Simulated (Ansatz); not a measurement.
SiRu3 in space group Fm-3m (No. 225; Si on 4a, Ru on 4b, Ru on 8c) under volume change, plane-wave PAW PBE (Ansatz code), scaled uniformly.

| V (Å³/atom) | E − E(relaxed) (meV/atom) | P (GPa) |
|---|---|---|
| 12.379 | 108.0 | 30.91 |
| 12.787 | 45.2 | 18.80 |
| 13.195 | ? | ? |
| 13.604 | 0.0 | 0.00 |
| 14.012 | 9.5 | -7.23 |
| 14.420 | 35.9 | -13.31 |
| 14.828 | ? | ? |

### Question
Fill in the missing entries.

### Answer

- 13.195, E − E(relaxed) (meV/atom): 10.6
- 13.195, P (GPa): 8.60
- 14.828, E − E(relaxed) (meV/atom): 76.4
- 14.828, P (GPa): -18.40

### Question
What does a third-order Birch–Murnaghan fit give for V₀, B₀ and B′?

### Answer
V₀ = 13.60 Å³/atom, B₀ = 262 GPa, B′ = 4.7.

The cell is a constructed one: a structure type filled with these elements; neither database checked (COD, Materials Project) lists it. Whether it is the stable phase at ambient conditions was not checked. The cell was relaxed with PBE under the symmetry of its start; its stability against distortions is not shown here. No spin polarisation was allowed.

Potentials: the later of the program's two PAW sets.
